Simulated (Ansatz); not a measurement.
YTe (CsCl-type structure)

Level of theory: DFT, PBEsol, scalar-relativistic, no spin polarisation; plane waves to 420 eV with PAW datasets (Ansatz 0.2.0), 8×8×8 k-mesh, Gaussian smearing of 0.05 eV; PAW files: Ansatz's generated set soft_2.

```
CELL_PARAMETERS angstrom
3.72643 0.00000 0.00000
0.00000 3.72643 0.00000
0.00000 0.00000 3.72643
ATOMIC_POSITIONS crystal
Y 0.00000 0.00000 0.00000
Te 0.50000 0.50000 0.50000
```

The start was a prototype's sites filled with these elements. The Crystallography Open Database lists the compound in space group Fm-3m (rock salt), so this is a trial structure.

The cell above was scaled in volume, its shape and atoms being fixed by the lattice's symmetry. Energies are counted from the cell above.

Cell and atoms are those of this level's equilibrium.

```csv
V (Å³/atom),ΔE (meV/atom),P (GPa)
24.84,9.7,3.2
25.36,2.3,1.5
25.87,0.0,0.0
26.39,2.2,-1.4
26.91,8.6,-2.6
```

Question: What do the points give for the equilibrium volume, the bulk modulus and its pressure derivative (third-order Birch–Murnaghan)?

Answer: V0 = 25.87 Å³/atom, B0 = 71 GPa, B0′ = 4.0.

B0·V0 = 70.7 GPa × 25.87 Å³ = 11.41 eV/atom sets the scale: near the minimum ΔE ≈ ½ B0 V0 x², with x = V/V0 − 1, and a pressure of 0.7 GPa squeezes the volume by about 1 %. At the ends of the curve: x = −4.0 % predicts 9.0 meV/atom and the run gives 9.7; x = +4.0 % predicts 9.2 meV/atom and the run gives 8.6. Compression costs more and expansion less than the parabola says, since the crystal stiffens as it shrinks; B0′ measures that.

No spin–orbit coupling, a notable omission for heavy elements. The cell is a metal with an odd number of electrons, and spin polarisation wasn't tried.
